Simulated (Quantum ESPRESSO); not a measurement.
Band energies of LuBi$_{2}$BrO$_{4}$

```
LuBi2BrO4
1.0
    3.85864     0.00000     0.00000
    0.00000     3.85864     0.00000
    0.00000     0.00000     9.10900
O Br Lu Bi
4 1 1 2
Direct
  0.50000   0.00000   0.85258
  0.50000   0.00000   0.14742
  0.00000   0.50000   0.85258
  0.00000   0.50000   0.14742
  0.00000   0.00000   0.50000
  0.00000   0.00000   0.00000
  0.50000   0.50000   0.72843
  0.50000   0.50000   0.27157
```

norm-conserving PBEsol (Quantum ESPRESSO, 100 Ry, without SOC); path ΓXMΓZRAZ,XR,MA; energies in eV from the valence-band maximum.

```csv
k (1/Å),point,band 39,band 40,band 41,band 42,band 43,band 44,band 45,band 46
0.00,Γ,-1.40,-0.79,-0.79,-0.75,-0.34,1.18,3.70,5.14
0.61,,-1.42,-1.20,-1.13,-0.58,-0.48,3.09,4.26,4.55
0.81,X,-1.43,-1.15,-1.09,-0.59,-0.40,2.79,4.83,4.85
1.22,,-1.60,-1.57,-1.14,-1.12,-0.75,3.86,3.91,4.42
1.63,M,-1.76,-1.03,-0.98,-0.82,0.00,3.44,3.44,3.68
1.82,,-1.70,-1.19,-1.01,-0.98,-0.20,3.64,3.72,3.73
2.40,,-1.50,-0.90,-0.80,-0.77,-0.40,2.79,3.93,4.12
2.78,Γ,-1.40,-0.79,-0.79,-0.75,-0.34,1.18,3.70,5.14
2.78,Z,-1.28,-0.79,-0.79,-0.75,-0.64,1.66,3.13,5.17
3.27,,-1.25,-1.22,-1.08,-1.04,-0.18,3.39,3.79,4.31
3.59,R,-1.47,-1.43,-1.18,-1.12,-0.07,3.57,4.62,4.92
3.76,,-1.39,-1.37,-1.26,-1.23,-0.27,3.76,4.46,4.61
4.25,,-1.84,-1.12,-1.03,-0.94,-0.16,3.27,3.29,4.41
4.41,A,-1.91,-1.03,-0.98,-0.82,0.00,3.18,3.18,4.72
4.70,,-1.70,-1.44,-1.25,-0.96,-0.33,3.44,3.52,3.92
5.13,,-1.39,-1.28,-0.82,-0.71,-0.25,3.38,3.50,4.26
5.56,Z,-1.28,-0.79,-0.79,-0.75,-0.64,1.66,3.13,5.17
5.56,X,-1.43,-1.15,-1.09,-0.59,-0.40,2.79,4.83,4.85
5.90,R,-1.47,-1.43,-1.18,-1.12,-0.07,3.57,4.62,4.92
5.90,M,-1.76,-1.03,-0.98,-0.82,0.00,3.44,3.44,3.68
6.25,A,-1.91,-1.03,-0.98,-0.82,0.00,3.18,3.18,4.72
```

The PBEsol gap is indirect, 1.18 eV, from M to Γ; the smallest direct gap is 1.52 eV.

Spin-orbit coupling is left out; with 6p states at a band edge it can lower the gap by many tenths of an eV, most of a small gap. The 4f states are in the valence at their DFT position.

Geometry relaxed with PBE+D3(BJ).
